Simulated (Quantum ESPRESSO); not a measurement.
One change at a time to Hf2InSn2TaY2

These are calculations, not measurements. They come from Quantum ESPRESSO 7.5, a public plane-wave density functional program. Each row is one single-point run on a made-up periodic cell of eight metal atoms, with elements, volume, strain and displacements drawn at random and not relaxed, so a cell may be unstable or far from any real phase. There is no spin polarisation or spin-orbit coupling.

Settings: PBE unless stated; PseudoDojo standard norm-conserving files; Fermi-Dirac width 0.25 eV, which means electrons at about 2900 K; cutoff 980 eV; 8 x 4 x 3 k mesh shifted half a step off Gamma. E is the free energy of the whole cell (internal energy minus TS), so a -TS column is already part of it. Stress is positive in tension, and the pressure P is minus a third of its trace.

Checks: one run of this series was repeated at a higher cutoff and on a denser mesh, which moved values by no more than 0.015 eV, 0.05 GPa and 0.015 eV/Å, and a second program with other atomic files agreed on it to 2 % rms in force and 0.5 GPa in pressure. Known limits: the tin pseudopotential is less sure than most, with forces differing by about three percent from a second method on plain tin; heavy elements are run without spin-orbit coupling, which real alloys of them have; a spin test at this wide smearing found no moment, but such smearing suppresses magnetism that the real alloy may have.

The lattice is hexagonal close-packed, and the cell vectors in Å are (3.189, -0.018, 0.000); (1.610, -2.851, -5.058); (1.550, 8.491, -5.044), a volume of 182.82 Å³ in run 1. The elements on sites 1 to 8 are Y Ta Hf Y Sn Hf Sn In. Each later run makes one change to run 1 and keeps the rest. E is counted from run 1, and is n/a where other atomic files have another zero of energy.

| run | change | V (Å³) | P (GPa) | -TS (eV) | rms force (eV/Å) | largest change of a force component (eV/Å) | E (eV) |
|---|---|---|---|---|---|---|---|
| 1 | none | 182.82 | 3.92 | -1.408 | 0.505 | 0.000 | 0.000 |
| 2 | sites 7 and 8 exchanged | 182.82 | 4.27 | -1.419 | 0.500 | 0.265 | 0.174 |
| 3 | all lengths scaled by +1.24 % | 189.70 | 0.54 | -1.455 | 0.468 | 0.118 | -0.094 |
| 4 | PBEsol in place of PBE | 182.82 | 0.04 | -1.416 | 0.491 | 0.053 | n/a |
| 5 | Zr on site 4 | 182.82 | 0.43 | -1.460 | 0.507 | 0.648 | n/a |
| 6 | site 2 moved by +0.20 Å along z | 182.82 | 4.13 | -1.414 | 0.629 | 1.328 | ? |

## Worked estimate

Along the move dE = -F dx. The force on site 2 along z is 0.228 eV/Å in run 1 and -1.100 eV/Å in run 6, and the move is +0.20 Å, so the mean force times the move gives an estimate.

## Withheld value

Question: what E should run 6 give?

The estimate is 0.087 eV. The calculation gave 0.084 eV. The mean of two end points misses the curvature of the force.
